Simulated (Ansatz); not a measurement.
Values for one crystal, relaxed and computed with LDA (plane waves, PAW; program Ansatz); other levels are named.

- Volume per atom = 10.42 Å³
- Band gap = 0.12 eV (indirect)
- Hill bulk and shear moduli = 251 and 158 GPa
- Young's modulus = 391 GPa
- Debye temperature from the elastic constants = 734 K
- Pressure derivative B′ = 4.8
- Mechanical stability = stable (all eigenvalues of C positive)

Problem. Pick the material that matches.
A. FeSi, P2_13 (Fe on 4a, Si on 4a)
B. K2S, anti-fluorite
C. SiO2, P4_12_12 (Si on 4a, O on 8b)
D. ZnO, wurtzite

Solution. A, FeSi, P2_13 (Fe on 4a, Si on 4a)

The cell was relaxed with LDA under the symmetry of its start. The run is not spin-polarised.

Potentials: the later of the program's two PAW sets.
